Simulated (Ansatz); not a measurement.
ZrB₂:
```
CELL_PARAMETERS angstrom
      3.16727     0.00000     0.00000
     -1.58363     2.74293     0.00000
      0.00000     0.00000     3.55203
ATOMIC_POSITIONS crystal
  Zr 0.00000 0.00000 0.00000
  B  0.33333 0.66667 0.50000
  B  0.66667 0.33333 0.50000
```

Relaxed with r²SCAN. Special points in fractions of this cell's reciprocal vectors: Γ (0.000, 0.000, 0.000); M (0.500, 0.000, 0.000); K (0.333, 0.333, 0.000); A (0.000, 0.000, 0.500); L (0.500, 0.000, 0.500); H (0.333, 0.333, 0.500).

**Question.** List the band energies nearest the Fermi level at these points for r²SCAN with spin–orbit coupling in the plane-wave PAW code Ansatz.

**Answer.** In eV from the Fermi level; about four levels below and three above (degenerate sets whole), none deeper than 8.9 eV; points with the same levels are listed once.

```
k                    below                above
-  -----------------------  -------------------
Γ  -2.59 -2.59 -2.56 -2.56  3.65 3.65 3.71 3.71
M  -3.19 -3.19 -2.69 -2.69  2.36 2.36 2.51 2.51
K  -2.55 -2.55 -2.53 -2.53  1.66 1.66 1.71 1.71
A  -0.93 -0.93 -0.93 -0.93  0.49 0.49 0.52 0.52
L  -4.28 -4.28 -2.17 -2.17  3.97 3.97 4.31 4.31
H  -2.87 -2.87 -2.76 -2.76  4.33 4.33 6.27 6.27
```

Space group P6/mmm. The cell was relaxed with r²SCAN under the symmetry of its start. No spin polarisation was allowed.

Potentials: the earlier of the program's two PAW sets. The files were generated under PBE; for other functionals the program regenerates the frozen cores, and for LDA and PBEsol the local potential too.
